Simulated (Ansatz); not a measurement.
Here is an unrelaxed guess for YGaC2N2.

```
Y Ga C N
1.0
     3.57802    0.00000    0.00000
    -1.25145    3.45803    0.00000
    -0.72792   -1.73461    8.66321
Y Ga C N
1 1 2 2
Cartesian
  0.7993 0.8617 4.3316
  0.0000 0.0000 0.0000
  -0.1791 -0.8016 7.1066
  1.7777 2.5250 1.5566
  0.1596 -0.2258 6.1460
  1.4391 1.9493 2.5172
```

The calculation used DFT PBE, scalar-relativistic, plane waves, PAW (Ansatz 0.2.0). Settings: cutoff 420 eV, Γ-centred mesh 6×6×2 on the computed 6-atom cell, Gaussian smearing of 0.10 eV; no spin polarisation.

The zero of energy is the elements' standard structures at the same level (N₂ as a molecule); no fitted shifts are applied.

Q: How far from equilibrium is it?

A: The pressure is 2.6 GPa (the mean over three directions, positive in compression), the largest force is 4.58 eV/Å, and the energy is +0.60 eV/atom against the elements. The shortest distance is 1.17 Å.

Q: Is it a good guess?

A: A rough one: relaxing gains about 0.62 eV/atom (the start's value is from the coarse mesh, so the gain is rough) in 56 ionic steps and ends at −0.01 eV/atom on the finer mesh. The symmetry goes from P-1 (No. 2) to C2/m (No. 12). The volume per atom shrinks by 25.1 %, from 17.9 to 13.4 Å³. The shortest distance goes from 1.17 Å (C–N) to 1.27 Å (C–N). Conventional cell: a = 6.516 Å, b = 3.383 Å, c = 7.294 Å, β = 92.5°. Y has 6 N at 2.36–2.41 Å; Ga has 4 C at 2.20 Å; C has 1 N at 1.27 Å and 2 Ga at 2.20 Å; around N lie 1 C at 1.27 Å and 3 Y at 2.36–2.41 Å.

The last run used a 12×12×6 mesh (in the run's order of axes) for its 6-atom cell and Gaussian smearing of 0.10 eV. For metals, differences of a few meV/atom aren't resolved. The reference form of C is held partly by dispersion forces, which this level lacks. The relaxation can't lower the symmetry of the start, and the grade says only how near the guess is to its own end. Symmetry constrained the relaxation, so the result can be a saddle point.
